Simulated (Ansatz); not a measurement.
ScTaPb$_{2}$O$_{6}$:
```
CELL_PARAMETERS angstrom
      0.00000     4.06581     4.06581
      4.06581     0.00000     4.06581
      4.06581     4.06581     0.00000
ATOMIC_POSITIONS crystal
  Sc 0.00000 0.00000 0.00000
  Ta 0.50000 0.50000 0.50000
  Pb 0.25000 0.25000 0.25000
  Pb 0.75000 0.75000 0.75000
  O  0.25625 0.25625 0.74375
  O  0.74375 0.74375 0.25625
  O  0.74375 0.25625 0.25625
  O  0.25625 0.74375 0.74375
  O  0.25625 0.74375 0.25625
  O  0.74375 0.25625 0.74375
```

r²SCAN (plane waves, PAW; program Ansatz) gives a gap of 3.07 eV without spin–orbit coupling, maximum at X, minimum at X.

**Question.** What happens when spin–orbit coupling is switched on?

**Answer.** The gap decreases by 0.41 eV, to 2.66 eV; maximum at X, minimum at X.

**Question.** Give the electron effective mass with spin–orbit coupling.

**Answer.** 0.21, 0.41, 0.41 mₑ (principal values).

**Question.** Give the hole effective mass with spin–orbit coupling.

**Answer.** 0.26, 0.79, 0.79 mₑ (principal values).

Space group Fm-3m. The first step of the workflow began from a Materials Project structure, measured or hypothetical; the Crystallography Open Database copy checked does not list it. Whether it is the stable phase at ambient conditions was not checked. The cell was relaxed with r²SCAN under the symmetry of its start; whether a distortion lowers the energy is not shown. No spin polarisation was allowed.

Potentials: the later of the program's two PAW sets.
